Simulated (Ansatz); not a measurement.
InAg$_{3}$ (Cu3Au type, Pm-3m), DFT-PBE in the program Ansatz with PAW potentials, all energies at zero smearing, with the estimated change up to a 700 eV cutoff added, with one set of potentials and settings (totals compare only within such a set). Cell of 4 atoms (1 In, 3 Ag): -28369.672 eV.

```json
[
 {"element": "In", "reference phase": "I4/mmm, 1 atoms in the cell", "E (eV/atom)": "-5597.8481"},
 {"element": "Ag", "reference phase": "R-3m, 3 atoms in the cell", "E (eV/atom)": "-7590.5531"}
]
```

Formation energy per atom, worked out: (-28369.672 − 1×(-5597.8481) − 3×(-7590.5531))/4 = -0.041 eV/atom (-4 kJ per mol of atoms), at 0 K, without zero-point energy or fitted corrections.

The workflow started from an entry of the Crystallography Open Database (COD). Its standing as an ambient phase is unchecked. Symmetry was held in the PBE relaxation; its stability against distortions is not shown here. No spin polarisation was allowed. The references are the lowest solids computed at this level, not always the standard phases.

Potentials: the later of the program's two PAW sets.
